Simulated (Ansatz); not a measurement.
MgS (rock salt), relaxed and computed with several functionals in Ansatz (plane waves, PAW). Much of their spread follows the volume that each gives.

```tsv
functional	V (Å³/atom)	B₀ by P(V) fit (GPa)
PBEsol	17.39	78.1
LDA	16.87	83.1
r²SCAN	17.63	79.8
PBE	17.88	73.9
HSE06	17.52	?
```

Problem. Fit a straight line to ln B₀ against ln V and predict the withheld value.

Solution. Least squares on the 4 shown rows: ln B₀ = -1.73 × ln V + (9.311), with a scatter of 2.0 %. For HSE06 this gives 78.1. The run itself gave 80.0, a miss of 2.4 % of that.

All cells were relaxed under the symmetry of their starts (and spin orders); stability against distortions was not tested throughout.

Potentials: the earlier of the program's two PAW sets. The files were generated under PBE; for other functionals the program regenerates the frozen cores, and for LDA and PBEsol the local potential too.

Ansatz (an electronic-structure program) is a plane-wave DFT program.
